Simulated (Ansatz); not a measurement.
Ta₄N₅ in space group I4/m (No. 87; Ta on 8h, N on 2b, N on 8h) at seven volumes, r²SCAN in the plane-wave PAW code Ansatz, shape and atoms relaxed at each. One row is withheld.

| V (Å³/atom) | P (GPa) |
|---|---|
| 10.160 | 35.56 |
| 10.495 | ? |
| 10.830 | 10.07 |
| 11.165 | 0.00 |
| 11.500 | -8.59 |
| 11.835 | -15.91 |
| 12.170 | -22.08 |

Q: Fit the shown pressures and predict the withheld one.

A: Third-order Birch–Murnaghan: P = (3/2)B₀(x^(7/2) − x^(5/2))[1 + (3/4)(B′ − 4)(x − 1)] with x = (V₀/V)^(2/3). Least squares on the six rows gives V₀ = 11.165 Å³/atom, B₀ = 308.3 GPa, B′ = 4.26. At V = 10.495, x = 1.0421 and P = 21.77 GPa. The run itself gave 21.83 GPa.

The workflow started from a Materials Project entry (that database holds measured and hypothetical structures alike); the Crystallography Open Database copy checked does not list it. Whether it is the stable phase at ambient conditions was not checked. The cell was relaxed with r²SCAN under the symmetry of its start; its stability against distortions is not shown here. No spin polarisation was allowed. Scalar-relativistic: spin–orbit coupling is off unless named, which matters more the heavier the elements.

Potentials: the later of the program's two PAW sets.
